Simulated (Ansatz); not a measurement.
With DFT-r²SCAN in the program Ansatz with PAW potentials, MoS2 in the trigonal phase (R3m; Mo on 3a, S on 3a, S on 3a) relaxes to a = 3.185 Å, c = 19.494 Å. Mo has 6 nearest neighbours from 2.41 Å (trigonal prismatic); S on 3a has 3 nearest neighbours from 2.41 Å (trigonal pyramidal); S on 3a has 3 nearest neighbours from 2.41 Å (trigonal pyramidal). Its formation energy from the elements is -0.98 eV/atom, with no fitted shifts.

It is gapped at this level: 1.15 eV (indirect).

Symmetry was held in the r²SCAN relaxation. No spin polarisation was allowed. A crystal of weakly bound layers computed without a dispersion correction: the cell and the soft elastic constants depend strongly on that. The references are the lowest solids computed at this level, not always the standard phases. Scalar-relativistic: spin–orbit coupling is off unless named, which matters more the heavier the elements.

Potentials: the later of the program's two PAW sets.
